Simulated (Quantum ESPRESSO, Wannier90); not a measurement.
**Tight-binding from DFT: Mg$_{2}$Ge (anti-fluorite)**

```
begin unit_cell_cart
ang
    0.0000000000    3.1842950000    3.1842950000
    3.1842950000    0.0000000000    3.1842950000
    3.1842950000    3.1842950000    0.0000000000
end unit_cell_cart
begin atoms_frac
Mg  -0.2500000000 -0.2500000000 -0.2500000000
Mg   0.2500000000  0.2500000000  0.2500000000
Ge   0.0000000000  0.0000000000  0.0000000000
end atoms_frac
```

Materials Project entry mp-408; symmetrised, unrelaxed at this level. COD (Crystallography Open Database) has an entry of this formula and space group (matched by these alone). Method: LDA plane waves in Quantum ESPRESSO 7.5 (PseudoDojo norm-conserving files, 68 Ry, no spin polarisation, no spin-orbit coupling), Bloch states on a 8×8×8 mesh through Γ, Wannier90 4.0.1. Density: 8×8×8 mesh, cold smearing 0.01 Ry. Spin-orbit coupling, left out, would split the p-like bands by a few tenths of an eV. The gap is small at this level and was sampled on the meshes and a path alone.

Bands 15-17 form an isolated set from -4.88 to 0.00 eV relative to the valence-band maximum (on the path) and are turned into 3 Wannier functions by minimising the spread from the start: atomic waves Ge 4p.

Centres (Cartesian, Å; one of the equivalent choices) and spreads:

| n | x | y | z | spread (Å²) | nearest atom |
|---|---|---|---|---|---|
| 1 | 0.000 | 0.000 | 0.000 | 4.695 | Ge3 |
| 2 | 0.000 | 0.000 | 0.000 | 4.695 | Ge3 |
| 3 | 0.000 | 0.000 | 0.000 | 4.695 | Ge3 |

Ω_I = 13.70 Å², Ω_total = 14.08 Å²; the interpolated bands follow pw.x to 20 meV rms on the path. Only this start was tried; a symmetric start can stop on a saddle, and mixtures of these functions could lower the total by at most Ω_total − Ω_I.
